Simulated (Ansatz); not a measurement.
Rb2P2Pd:
```yaml
crystal:
  lattice:
    - [3.30015, -7.26475, 0.00000]
    - [3.30015, 7.26475, 0.00000]
    - [0.00000, 0.00000, 6.04097]
  atoms:
    - { symbol: Rb, position: [0.78827, 0.21173, 0.25000] }
    - { symbol: Rb, position: [0.21173, 0.78827, 0.75000] }
    - { symbol: Rb, position: [0.41983, 0.58017, 0.25000] }
    - { symbol: Rb, position: [0.58017, 0.41983, 0.75000] }
    - { symbol: P, position: [0.94163, 0.73010, 0.25000] }
    - { symbol: P, position: [0.05837, 0.26990, 0.75000] }
    - { symbol: P, position: [0.73010, 0.94163, 0.75000] }
    - { symbol: P, position: [0.26990, 0.05837, 0.25000] }
    - { symbol: Pd, position: [0.00000, 0.00000, 0.00000] }
    - { symbol: Pd, position: [0.00000, 0.00000, 0.50000] }
```

DFT-r²SCAN in the program Ansatz with PAW potentials gives a gap of 1.25 eV without spin–orbit coupling, maximum at Γ, minimum off the standard path, at k = (0.286, 0.286, 0.302).

**Question.** What happens when spin–orbit coupling is switched on?

**Answer.** The gap stays essentially unchanged, to 1.25 eV; maximum at Γ, minimum off the standard path, at k = (0.286, 0.286, 0.302).

**Question.** Give the electron effective mass with spin–orbit coupling.

**Answer.** 0.61, 1.4, 1.5 mₑ (principal values).

**Question.** Give the hole effective mass with spin–orbit coupling.

**Answer.** 0.23, 9.9, 17 mₑ (principal values).

Space group Cmcm. The first step of the workflow began from a Materials Project structure, measured or hypothetical; the Crystallography Open Database copy checked does not list it. Whether it is the stable phase at ambient conditions was not checked. The cell was relaxed with r²SCAN under the symmetry of its start; its stability against distortions is not shown here. No spin polarisation was allowed.

Potentials: the later of the program's two PAW sets.
